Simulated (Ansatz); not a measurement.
ZrAg (rock salt, Fm-3m), a = 5.584 Å, b = 5.584 Å, c = 5.584 Å, α = 90.00°, β = 90.00°, γ = 90.00°; the cell used has 2 atoms.

Relaxed with PBEsol.

Task: Decompose the optical modes at the zone centre into irreducible representations, and say which are infrared and Raman allowed.

Result: Point group m-3m: Γ_opt = T1u. Infrared: T1u. Raman: none.

Task: Assign frequencies (DFPT, PBEsol in the plane-wave PAW code Ansatz).

Result: T1u 156 cm⁻¹.

The start of the workflow was typed in or built on a structure type; neither database checked (COD, Materials Project) lists it. COD files the formula under space group No. 129. Its standing as an ambient phase is unchecked. The PBEsol relaxation kept the symmetry of its start. At this level the phase is mechanically unstable. No spin polarisation was allowed. Its formation energy is positive at this level, so the cell may be metastable or incomplete. As this level gives no gap, phonon frequencies hold no LO–TO term and depend on the k-mesh and smearing (Fermi–Dirac, 0.1 eV here).

Potentials: the later of the program's two PAW sets.
